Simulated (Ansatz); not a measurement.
Values for one crystal, relaxed and computed with LDA (plane waves, PAW; program Ansatz); other levels are named.

| Item | Result |
|---|---|
| Volume per atom | 28.33 Å³ |
| Electronic character | metallic (no gap) |
| Density of states at the Fermi level | 0.45 states/eV per atom (mean over ±0.08 eV) |
| Zone-centre stability | no imaginary mode at Γ |
| Formation energy from the elements (no fitted shifts) | -0.29 eV/atom |
| Bulk modulus (Birch–Murnaghan fit) | 52.7 GPa |
| Young's modulus | 48.1 GPa |

**Question.** Which compound is it?
A) SnSb, CsCl type
B) InTe, rock salt
C) Te2W, Pmn2_1 (Pearson symbol oP12)
D) HfB, rock salt

**Answer.** B, InTe, rock salt

Space group Fm-3m (rock salt). The workflow started from a Materials Project entry (that database holds measured and hypothetical structures alike); the Crystallography Open Database files this formula in space group No. 225, but the cells were not matched. Its standing as an ambient phase is unchecked. The LDA relaxation kept the symmetry of its start. With an odd number of electrons in the cell and no spin polarisation, the count alone makes it a metal. The references are the lowest solids computed at this level, not always the standard phases. Spin–orbit coupling is left out wherever it is not named.

Potentials: the later of the program's two PAW sets.
